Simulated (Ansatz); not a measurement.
BP (zinc blende, F-43m), plane-wave PAW PBE (Ansatz code). The conduction-band minimum lies on the Γ–X line, 83 % of the way from Γ, with 6 equivalent valleys. Second derivatives d²E/dk² of the lowest band at one valley (eV·Å²), along Cartesian directions:

```tsv
direction	d²E/dk²
[100]	5.939
[010]	33.61
[001]	33.61
[110]	19.78
[101]	19.78
[011]	33.53
```

Problem. Find the principal effective masses, the density-of-states mass and the conductivity mass.

Solution. Off-diagonal terms follow from H_xy = H[110] − (H_xx + H_yy)/2, and m*/mₑ = 7.620 eV·Å² over each eigenvalue: 0.23, 0.23, 1.3. One valley's DOS mass (m₁m₂m₃)^(1/3) = 0.40, conductivity mass 3/(Σ 1/mᵢ) = 0.31 mₑ.

Problem. What effective density of states Nc follows at 300 K for parabolic valleys?

Solution. Nc = 2.509e19 × 6 × (0.40)^(3/2) ≈ 3.8e19 cm⁻³.

The cell was relaxed with PBE under the symmetry of its start.

Potentials: the earlier of the program's two PAW sets.

Edges and masses are those of Kohn–Sham bands, whose gap is no quasiparticle gap.
